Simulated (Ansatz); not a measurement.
Sensitivity of the gradients in ZnO with Na replacing Zn to the input

Cell: a supercell of ZnO (wurtzite type, P6_3mc) built from a COD entry, with all atoms left at the host's positions.

```
Na Zn O
1.0
     6.49862    0.00000    0.00000
    -4.87396    8.44195    0.00000
     0.00000    0.00000   10.41142
Na Zn O
1 23 24
Direct
  0.16667 0.22222 0.25000
  0.16667 0.22222 0.75000
  0.16667 0.55556 0.25000
  0.16667 0.55556 0.75000
  0.16667 0.88889 0.25000
  0.16667 0.88889 0.75000
  0.66667 0.22222 0.25000
  0.66667 0.22222 0.75000
  0.66667 0.55556 0.25000
  0.66667 0.55556 0.75000
  0.66667 0.88889 0.25000
  0.66667 0.88889 0.75000
  0.33333 0.11111 0.00000
  0.33333 0.11111 0.50000
  0.33333 0.44444 0.00000
  0.33333 0.44444 0.50000
  0.33333 0.77778 0.00000
  0.33333 0.77778 0.50000
  0.83333 0.11111 0.00000
  0.83333 0.11111 0.50000
  0.83333 0.44444 0.00000
  0.83333 0.44444 0.50000
  0.83333 0.77778 0.00000
  0.83333 0.77778 0.50000
  0.33333 0.11111 0.18951
  0.33333 0.11111 0.68951
  0.33333 0.44444 0.18951
  0.33333 0.44444 0.68951
  0.33333 0.77778 0.18951
  0.33333 0.77778 0.68951
  0.83333 0.11111 0.18951
  0.83333 0.11111 0.68951
  0.83333 0.44444 0.18951
  0.83333 0.44444 0.68951
  0.83333 0.77778 0.18951
  0.83333 0.77778 0.68951
  0.16667 0.22222 0.43950
  0.16667 0.22222 0.93951
  0.16667 0.55556 0.43950
  0.16667 0.55556 0.93951
  0.16667 0.88889 0.43950
  0.16667 0.88889 0.93951
  0.66667 0.22222 0.43950
  0.66667 0.22222 0.93951
  0.66667 0.55556 0.43950
  0.66667 0.55556 0.93951
  0.66667 0.88889 0.43950
  0.66667 0.88889 0.93951
```

Atom numbers follow the list; atoms alike are taken as one site, whose name carries the number of the first.

Reference run. Computed with Ansatz: DFT, PBE, plane waves and PAW, scalar-relativistic, 420 eV cutoff, Γ-centred 3×2×2 k-points, Fermi–Dirac smearing 0.01 eV, cell charge -1.

Task: The input is changed as follows: `crystal.symmetry`: not typed → {detect: false}; `total_charge`: -1 → -2; `scf.occupations.method`: fermi_dirac → gaussian; `scf.occupations.width`: 0.01 → 0.2. What happens to V_zz (10²¹ V/m²) and η?

Result: 

| site | atom | V_zz reference | η reference | V_zz changed | η changed |
| --- | --- | --- | --- | --- | --- |
| Na | 1 | 0.15 | 0.14 | 0.14 | 0.11 |
| Zn3 | 3 | -1.16 | 0.70 | -1.14 | 0.59 |
| Zn9 | 9 | -1.19 | 0.61 | -1.17 | 0.51 |
| O25 | 25 | -6.58 | 0.04 | -6.60 | 0.03 |
| O27 | 27 | -6.18 | 0.03 | -6.29 | 0.01 |
| O29 | 29 | -0.73 | 0.60 | -0.63 | 0.48 |
| O31 | 31 | -6.58 | 0.04 | -6.60 | 0.03 |
| O33 | 33 | 0.51 | 0.20 | 0.41 | 0.20 |
| O35 | 35 | -0.58 | 0.69 | -0.48 | 0.55 |
| O37 | 37 | -6.08 | 0.03 | -6.31 | 0.02 |
| O39 | 39 | 0.32 | 0.56 | 0.32 | 0.81 |
| O44 | 44 | -0.41 | 0.90 | -0.42 | 0.62 |

The largest change of V_zz is on O37, from -6.08 to -6.31. In per cent, |V_zz| changes by 0 to +4 on O (all sites that start above 2). Where |V_zz| stays above 0.1, η moves most on O44, from 0.90 to 0.62. The table leaves out 34 of the 46 sites, with |V_zz| up to 1.57; their tensors move by 0.09 at most along any direction. The statements above cover all sites. The changed cell holds a charge of -2 on a uniform background, so it isn't the same centre. It has an odd number of electrons and no spin polarisation, so the extra carrier is shared by both spins and spread out, where a real one carries spin and can localise. The gap no longer holds the Fermi energy in the changed run, so its gradients also hang on the k-mesh and the smearing. SCF iterations: 10 and 9. In the changed run the smearing of 0.20 eV is wide against a gap of 0.0 eV, so its values aren't converged ones.

On the reference run: The defect repeats with the cell of 48 atoms, so it feels its images: sites between two images don't show the values beside a lone defect, and zeros or small values of η there can come from the images' arrangement. O and Zn carry a gradient in the pure host already, so the values there aren't the defect's effect alone. A uniform background compensates the cell's charge. With a gap of 0.7 eV on this mesh, small gradients can still move by 0.1 × 10²¹ V/m² or more as the k-mesh gets denser. The cell keeps the host's lattice, where the PBE pressure is 6 GPa (in a charged cell this depends on the convention for the mean potential). The neighbours have not yet relaxed around the defect (largest force 2.4 eV/Å), so a real crystal will differ.
